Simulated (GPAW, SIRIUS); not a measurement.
This is a calculation of NbTe for SIRIUS 7.12.0. The cell comes from a database or a generator and needn't be the stable form of this composition.

File sirius.json:

```json
{
  "control": {
    "processing_unit": "cpu",
    "verbosity": 2,
    "num_bands_to_print": 17,
    "print_forces": true,
    "print_stress": true
  },
  "parameters": {
    "electronic_structure_method": "pseudopotential",
    "xc_functionals": ["XC_GGA_X_PBE", "XC_GGA_C_PBE"],
    "gk_cutoff": 6.4,
    "pw_cutoff": 20.0,
    "ngridk": [8, 8, 7],
    "shiftk": [0, 0, 0],
    "smearing": "fermi_dirac",
    "smearing_width": 0.0018374661,
    "num_bands": 17,
    "num_mag_dims": 0,
    "num_dft_iter": 100,
    "energy_tol": 1e-08,
    "density_tol": 1e-06
  },
  "iterative_solver": {
    "type": "davidson",
    "min_tolerance": 1e-10
  },
  "mixer": {
    "type": "anderson",
    "beta": 0.7,
    "max_history": 8
  },
  "settings": {
    "tol_ne": 1e-10
  },
  "unit_cell": {
    "lattice_vectors": [
      [1.0, 0.0, 0.0],
      [-0.5, 0.866025403796, 0.0],
      [0.0, 0.0, 0.997633419601]
    ],
    "lattice_vectors_scale": 6.9976074372,
    "atom_coordinate_units": "lattice",
    "atom_types": ["Te", "Nb"],
    "atom_files": {
      "Nb": "Nb.json",
      "Te": "Te.json"
    },
    "atoms": {
      "Te": [
        [0.6666666667, 0.3333333333, 0.0]
      ],
      "Nb": [
        [0.0, 0.0, 0.5]
      ]
    }
  }
}
```

Potentials or basis: GBRV 1.5 PBE (ultrasoft).

The run is started by

```console
$ upf_to_json nb_pbe_v1.uspp.F.UPF
$ upf_to_json te_pbe_v1.uspp.F.UPF
$ OMP_NUM_THREADS=1 sirius.scf --input=sirius.json --output=out.json --task=0
```

**Question.** Translate it to GPAW 26.7.0. Potentials or basis there: GPAW PAW data sets (gpaw-data 1.2.1), cutoff 600 eV.

**Answer.** As run (cutoffs and basis follow the program's own potentials, and thresholds, step limits or extra output files can differ):

File run.py:

```python
from ase.io import read
from gpaw import PW
from gpaw.dft import DFT

atoms = read('NbTe.xyz')

dft = DFT(atoms,
          mode=PW(600),
          xc='PBE',
          kpts={'size': (8, 8, 7), 'gamma': True},
          occupations={'name': 'fermi-dirac', 'width': 0.05},
          nbands=20,
          convergence={'density': 1e-05, 'energy': 1e-05},
          maxiter=150,
          txt='gpaw.txt')
print(f'Energy: {dft.calculate_energy():.6f} eV')
print('Forces (eV/A):')
print(dft.calculate_forces().round(4))
print('Stress (eV/A^3):', dft.calculate_stress().round(6))
dft.write_gpw_file('gs.gpw')
```

File NbTe.xyz:

```xyz
2
Lattice="3.7029743866 0.0000000000 0.0000000000 -1.8514871933 3.2068698884 0.0000000000 0.0000000000 0.0000000000 3.6942110000" Properties=species:S:1:pos:R:3 pbc="T T T"
Te     1.8514871935      1.0689566294      0.0000000000
Nb     0.0000000000      0.0000000000      1.8471055000
```

Potentials or basis: GPAW PAW data sets (gpaw-data 1.2.1), pw.

Command:

```console
$ OMP_NUM_THREADS=1 python run.py
```

Both were run:

|  | SIRIUS | GPAW |
| --- | --- | --- |
| Pressure | -0.1 GPa | -1.5 GPa |

Pressure is positive in compression.
